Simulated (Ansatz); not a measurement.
NbP (CsCl type, space group No. 221) at seven volumes, plane-wave PAW r²SCAN (Ansatz code), scaled uniformly. One row is withheld.

```tsv
V (Å³/atom)	P (GPa)
13.657	22.37
14.107	13.72
14.557	6.32
15.007	0.00
15.457	-5.42
15.908	-10.07
16.358	?
```

Fit the shown pressures and predict the withheld one.

P = (3/2)B₀(x^(7/2) − x^(5/2))[1 + (3/4)(B′ − 4)(x − 1)] with x = (V₀/V)^(2/3). Least squares on the six rows gives V₀ = 15.007 Å³/atom, B₀ = 195 GPa, B′ = 4.16. At V = 16.358, x = 0.9442 and P = -14.05 GPa. The run itself gave -14.05 GPa.

Space group Pm-3m (CsCl type). The cell is a constructed one: a structure type filled with these elements; neither database checked (COD, Materials Project) lists it. COD files the formula under space group No. 141, so this cell is another polymorph or a model. Its standing as an ambient phase is unchecked. The cell was relaxed with r²SCAN under the symmetry of its start; its stability against distortions is not shown here. The run is not spin-polarised.

Potentials: the earlier of the program's two PAW sets.
